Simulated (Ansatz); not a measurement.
Relaxing lithium (dhcp)

Level of theory: DFT, r2SCAN, plane waves (500 eV) with PAW, scalar-relativistic (Ansatz). The PAW files were generated under PBE, with cores re-solved for the functional.

k-point mesh 12×12×3, Fermi-Dirac smearing 0.1 eV, no spin polarisation. Cell and atoms relax.

Starting structure:

```yaml
crystal:
  lattice:
    - [3.1264265076, 0.0, 0.0]
    - [-1.5632132538, 2.7075647787, 0.0]
    - [0.0, 0.0, 10.2109089739]
  atoms:
    - { symbol: Li, position: [0.0, 0.0, 0.0] }
    - { symbol: Li, position: [0.0, 0.0, 0.5] }
    - { symbol: Li, position: [0.3333333333, 0.6666666667, 0.25] }
    - { symbol: Li, position: [0.6666666667, 0.3333333333, 0.75] }
hamiltonian:
  xc: r2scan
  pseudopotentials:
    kind: paw
    azcp:
      Li: "pseudopotentials/Li.paw.azcp"
basis:
  ecutwfc: 500
  fft_grid_basis: typed
kpoints:
  mp_grid: { grid: [12, 12, 3], shift: [0, 0, 0] }
magnetization:
  spin_polarized: false
scf:
  occupations: { method: fermi_dirac, width: 0.1 }
relax:
  max_steps: 60
  f_tol: 0.01
  cell: {}
```

Problem. What cell does the relaxation end in?

Solution. P6_3/mmc with a = 3.099 Å, c = 10.098 Å (c/a = 3.259); 21.00 Å³ per atom against 21.61 at the start (-2.8 %).

Problem. How much energy does the relaxation gain?

Solution. 0.7 meV per atom.

Path of the relaxation (the plane waves are chosen anew near the end, which can shift the energy a little):

| step | E − E(final) (meV/atom) | V (Å³/atom) | P (GPa) | max force (eV/Å) |
| --- | --- | --- | --- | --- |
| 0 | 0.68 | 21.609 | -0.35 | 0.000 |
| 1 | 0.13 | 21.270 | -0.16 | 0.000 |
| 2 | -0.01 | 20.996 | 0.01 | 0.000 |
| 3 | 0.00 | 20.996 | 0.01 | 0.000 |
